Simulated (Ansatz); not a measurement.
Cu Kα1 powder pattern (kinematic, no thermal factors).
| 2θ (°) | relative intensity |
| --- | --- |
| 12.35 | 65 |
| 12.72 | 2 |
| 12.84 | 1 |
| 18.11 | 1 |
| 24.85 | 4 |
| 25.85 | 1 |
| 28.73 | 1 |
| 28.74 | 100 |
| 28.74 | 50 |
| 28.74 | 3 |
| 36.15 | 15 |
| 36.16 | 33 |
| 36.17 | 30 |
| 36.17 | 16 |
| 37.66 | 4 |
| 45.57 | 34 |
| 45.58 | 17 |
| 46.23 | 14 |
| 46.25 | 28 |
| 47.40 | 5 |
| 47.41 | 5 |
| 47.41 | 5 |
| 50.98 | 12 |
| 54.76 | 8 |
| 54.78 | 17 |
| 59.49 | 4 |
| 59.51 | 7 |
| 59.52 | 4 |
| 59.53 | 8 |
| 60.54 | 2 |
| 60.56 | 2 |
| 60.57 | 2 |
| 65.09 | 1 |
| 66.94 | 9 |
| 66.96 | 5 |
| 70.74 | 9 |
| 70.77 | 9 |
| 70.78 | 9 |
| 71.26 | 7 |
| 71.28 | 4 |
| 73.92 | 7 |
| 73.93 | 7 |
| 73.94 | 7 |
| 78.01 | 3 |
| 78.02 | 4 |
| 78.04 | 4 |
| 78.05 | 4 |
| 78.05 | 3 |
| 78.05 | 3 |
| 83.02 | 1 |
| 83.05 | 1 |
| 83.07 | 1 |
| 84.25 | 3 |
| 84.28 | 6 |
| 84.72 | 5 |
| 84.77 | 5 |
| 84.77 | 5 |
| 86.17 | 1 |
| 86.18 | 3 |
| 86.20 | 2 |
| 86.21 | 1 |
| 88.75 | 2 |
| 88.81 | 4 |

The pattern is computed from a structure relaxed with DFT PBE, scalar-relativistic, plane waves, PAW (Ansatz 0.2.0). No spin polarisation. Its elements are Hf, Te, Zr.

Q: Give the structure.

A: Hf$_{3}$ZrTe$_{8}$.
Space group C2/m (No. 12). a = 14.318 Å, b = 7.954 Å, c = 6.890 Å, α = 90.00°, β = 90.03°, γ = 90.00°
```csv
atom,site,symmetry,x,y,z
Zr,2b,2/m,0.0000,0.5000,0.0000
Hf,2a,2/m,0.0000,0.0000,0.0000
Hf,4h,2,0.0000,0.2505,0.5000
Te,4i,m,0.6236,0.5000,0.3332
Te,4i,m,0.6244,0.0000,0.3355
Te,8j,1,0.6243,0.7485,0.8323
```

A pattern alone doesn't exclude other cells with like lines; this is the one computed.

It was reached by relaxing an invented guess, and it needn't be the stable form of this composition. No dispersion correction is applied, so the spacing between layers, chains or molecules is poorly fixed.
